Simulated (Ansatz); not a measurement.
Before relaxation, 2 H2O a cell, donor, over a bridge Al-Al site (Al, Fm-3m (No. 225), (1 1 1) face):

```yaml
crystal:
  lattice:
    - [8.44864, 0.00000, 0.00000]
    - [-4.22432, 7.31673, 0.00000]
    - [0.00000, 0.00000, 23.20506]
  atoms:
    - { symbol: Al, position: [0.22222, 0.11111, 0.34475] }
    - { symbol: Al, position: [0.22222, 0.44444, 0.34475] }
    - { symbol: Al, position: [0.22222, 0.77778, 0.34475] }
    - { symbol: Al, position: [0.55556, 0.11111, 0.34475] }
    - { symbol: Al, position: [0.55556, 0.44444, 0.34475] }
    - { symbol: Al, position: [0.55556, 0.77778, 0.34475] }
    - { symbol: Al, position: [0.88889, 0.11111, 0.34475] }
    - { symbol: Al, position: [0.88889, 0.44444, 0.34475] }
    - { symbol: Al, position: [0.88889, 0.77778, 0.34475] }
    - { symbol: Al, position: [0.44444, 0.22222, 0.44663] }
    - { symbol: Al, position: [0.44444, 0.55556, 0.44663] }
    - { symbol: Al, position: [0.44444, 0.88889, 0.44663] }
    - { symbol: Al, position: [0.77778, 0.22222, 0.44663] }
    - { symbol: Al, position: [0.77778, 0.55556, 0.44663] }
    - { symbol: Al, position: [0.77778, 0.88889, 0.44663] }
    - { symbol: Al, position: [0.11111, 0.22222, 0.44663] }
    - { symbol: Al, position: [0.11111, 0.55556, 0.44663] }
    - { symbol: Al, position: [0.11111, 0.88889, 0.44663] }
    - { symbol: Al, position: [0.66667, 0.33333, 0.54863] }
    - { symbol: Al, position: [0.66667, 0.66667, 0.54863] }
    - { symbol: Al, position: [0.66667, 0.00000, 0.54863] }
    - { symbol: Al, position: [0.00000, 0.33333, 0.54863] }
    - { symbol: Al, position: [0.00000, 0.66667, 0.54863] }
    - { symbol: Al, position: [0.00000, 0.00000, 0.54863] }
    - { symbol: Al, position: [0.33333, 0.33333, 0.54863] }
    - { symbol: Al, position: [0.33333, 0.66667, 0.54863] }
    - { symbol: Al, position: [0.33333, 0.00000, 0.54863] }
    - { symbol: O, position: [0.50000, 0.00000, 0.66154] }
    - { symbol: H, position: [0.47218, 0.89659, 0.68766] }
    - { symbol: H, position: [0.52782, 0.10341, 0.68766] }
    - { symbol: O, position: [0.00000, 0.50000, 0.66154] }
    - { symbol: H, position: [0.10475, 0.57136, 0.68766] }
    - { symbol: H, position: [0.89525, 0.42864, 0.68766] }
```

Method: DFT PBE+D3(BJ), scalar-relativistic, plane waves, PAW in Ansatz. Settings: cutoff 420 eV, Γ-centred mesh 3×3×1 on the computed 33-atom cell, Gaussian smearing of 0.10 eV; no spin polarisation. The cell repeats along c with a dipole correction in the vacuum.

Atoms 1, 2, 3, 4, 5, 6, 7, 8, 9 (counted from 1) are held. The cell is fixed. Force threshold 0.04 eV/Å.

| step | E − E_final (eV) | largest force (eV/Å) |
| --- | --- | --- |
| 1 | 1.026 | 1.152 |
| 2 | 0.949 | 0.736 |
| 3 | 0.918 | 0.660 |
| 4 | 0.881 | 0.486 |
| 5 | 1.045 | 2.559 |
| 6 | 0.862 | 0.507 |
| 7 | 0.836 | 0.801 |
| 8 | 0.750 | 0.375 |
| 9 | 0.666 | 0.149 |
| 10 | 0.641 | 0.182 |
| 11 | 0.694 | 2.128 |
| 12 | 0.611 | 0.099 |
| 13 | 0.588 | 0.481 |
| 14 | 0.562 | 1.027 |
| 15 | 0.505 | 0.304 |
| 16 | 0.466 | 0.254 |
| 17 | 0.457 | 0.769 |
| 18 | 0.429 | 0.706 |
| 19 | 0.392 | 0.128 |
| 20 | 0.388 | 1.157 |
| 21 | 0.343 | 0.511 |
| 22 | 0.286 | 0.200 |
| 23 | 0.205 | 0.215 |
| 24 | 0.138 | 0.268 |
| 25 | 0.092 | 0.185 |
| 26 | 0.063 | 0.176 |
| 27 | 0.044 | 0.212 |
| 28 | 0.027 | 0.238 |
| 29 | 0.015 | 0.301 |
| 30 | 0.008 | 0.348 |

(1) What is the final structure?

The end is the local minimum or symmetric point that this start leads to. The slab is only 4.6 Å thick, so the energy isn't converged with thickness.

Results:

(1)
```xyz
33
Lattice="8.4486 0.0000 0.0000 -4.2243 7.3167 0.0000 0.0000 0.0000 23.2051" Properties=species:S:1:pos:R:3 pbc="T T T"
Al    1.4081    0.8130    8.0000
Al    0.0000    3.2519    8.0000
Al   -1.4081    5.6908    8.0000
Al    4.2243    0.8130    8.0000
Al    2.8162    3.2519    8.0000
Al    1.4081    5.6908    8.0000
Al    7.0405    0.8130    8.0000
Al    5.6324    3.2519    8.0000
Al    4.2243    5.6908    8.0000
Al    2.8115    1.6084   10.3918
Al    1.3981    4.0582   10.3791
Al   -0.0204    6.5110   10.3808
Al    5.6420    1.6371   10.3734
Al    4.2301    4.0620   10.3733
Al    2.8212    6.5068   10.3601
Al   -0.0134    1.6339   10.3903
Al   -1.4100    4.0542   10.3851
Al   -2.8007    6.5129   10.3862
Al    4.2290    2.4521   12.7223
Al    2.8157    4.8778   12.7323
Al    5.6548    0.0028   12.6746
Al   -1.4211    2.4511   13.0856
Al   -2.8139    4.8750   12.7373
Al   -0.0031    0.0032   12.7296
Al    1.3959    2.4431   12.7456
Al   -0.0025    4.8721   12.7431
Al    2.8196    0.0003   12.7775
O     5.0737    0.7577   15.8983
H     5.3246   -0.1833   15.8648
H     4.4952    0.8550   15.1006
O     7.0434    2.3631   15.1257
H     7.9109    2.0124   15.4012
H     6.3349    1.7272   15.4828
```

Cost: 1 run of about 52 core-minutes, on Intel Xeon Platinum 8488C (Sapphire Rapids) (shared hosts).